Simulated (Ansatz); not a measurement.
Co2SiB2:
Space group Cmmm (No. 65); a = 2.972 Å, b = 10.360 Å, c = 2.722 Å, α = 90.00°, β = 90.00°, γ = 90.00°

| atom | site | symmetry | x | y | z |
|---|---|---|---|---|---|
| Si | 2a | mmm | 0.0000 | 0.0000 | 0.0000 |
| Co | 4j | m2m | 0.5000 | 0.1357 | 0.5000 |
| B | 4i | m2m | 0.0000 | 0.2059 | 0.0000 |
(The calculation used a cell of 5 atoms; values per cell refer to that cell.)

Relaxed at zero pressure with r²SCAN in the plane-wave PAW code Ansatz.

Problem. The volume is raised by 9 % and shape and atoms relax at that volume. What pressure results, and how do the axes share the change?

Solution. -18.9 GPa; a 2.2 %, b 1.6 %, c 5.0 %; the energy rises by 48 meV/atom.

Problem. Give the new structure.

Solution. 
Space group Cmmm (No. 65); a = 3.0363 Å, b = 10.5258 Å, c = 2.8587 Å, α = 90.00°, β = 90.00°, γ = 90.00°

```
atom  site  symmetry       x       y       z
----  ----  --------  ------  ------  ------
Si      2a       mmm  0.0000  0.0000  0.0000
Co      4j       m2m  0.5000  0.1377  0.5000
B       4i       m2m  0.0000  0.2069  0.0000
```

The phase is kept; no other phase was compared at this pressure.

The start of the workflow was typed in or built on a structure type; neither database checked (COD, Materials Project) lists it. Its standing as an ambient phase is unchecked. Symmetry was held in the r²SCAN relaxation; its stability against distortions is not shown here. The workflow began spin-polarised and lost its moments.

Potentials: the earlier of the program's two PAW sets. The files were generated under PBE; for other functionals the program regenerates the frozen cores, and for LDA and PBEsol the local potential too.
